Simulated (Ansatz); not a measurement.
BeS:
```
BeS
1.0
    0.00000     2.39805     2.39805
    2.39805     0.00000     2.39805
    2.39805     2.39805     0.00000
Be S
1 1
Direct
  0.00000   0.00000   0.00000
  0.25000   0.25000   0.25000
```

Tensor components refer to the Cartesian frame of this cell.

Q: Give the proper piezoelectric stress tensor with relaxed ions from LDA in the plane-wave PAW code Ansatz.

A: In C/m², rows x, y, z, Voigt columns; mesh uncertainty up to 0.00.
```
 0.00   0.00   0.00  -0.15   0.00   0.00
 0.00   0.00   0.00   0.00  -0.15   0.00
 0.00   0.00   0.00   0.00   0.00  -0.15
```

The elastic tensor of the same run (GPa):

```csv
,1,2,3,4,5,6
1,168,68.9,68.9,0.0,0.0,0.0
2,68.9,168,68.9,0.0,0.0,0.0
3,68.9,68.9,168,0.0,0.0,0.0
4,0.0,0.0,0.0,87.0,0.0,0.0
5,0.0,0.0,0.0,0.0,87.0,0.0
6,0.0,0.0,0.0,0.0,0.0,87.0
```

Q: Convert to strain constants d = e·S.

A: In pC/N:
```
 0.0   0.0   0.0  -1.7   0.0   0.0
 0.0   0.0   0.0   0.0  -1.7   0.0
 0.0   0.0   0.0   0.0   0.0  -1.7
```

Space group F-43m (zinc blende). The cell was relaxed with LDA under the symmetry of its start. Signs of piezoelectric constants follow the polarity of the cell as given.

Potentials: the earlier of the program's two PAW sets. The files were generated under PBE; for other functionals the program regenerates the frozen cores, and for LDA and PBEsol the local potential too.
